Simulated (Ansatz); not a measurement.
ZrSiO in space group P4/nmm (No. 129; Zr on 2c, Si on 2a, O on 2c), the program Ansatz at the LDA level (PAW), all energies at zero smearing, with the estimated change up to a 700 eV cutoff added, with one set of potentials and settings (totals compare only within such a set). Cell of 6 atoms (2 Zr, 2 Si, 2 O): -10489.269 eV.

```csv
element,reference phase,E (eV/atom)
Zr,"P6/mmm, 3 atoms in the cell",-4077.4793
Si,"Fd-3m, 2 atoms in the cell",-608.6481
O,"C2/m, 4 atoms in the cell, spin-polarised",-552.6518
```

Formation energy per atom, worked out: (-10489.269 − 2×(-4077.4793) − 2×(-608.6481) − 2×(-552.6518))/6 = -1.952 eV/atom (-188 kJ per mol of atoms), at 0 K, without zero-point energy or fitted corrections.

The first step of the workflow began from a Materials Project structure, measured or hypothetical; the Crystallography Open Database copy checked does not list it. Its standing as an ambient phase is unchecked. The cell was relaxed with LDA under the symmetry of its start; of distortions, only those at the zone centre were tested. No spin polarisation was allowed. The references are the lowest solids computed at this level, not always the standard phases (solids in place of the gases).

Potentials: the later of the program's two PAW sets.
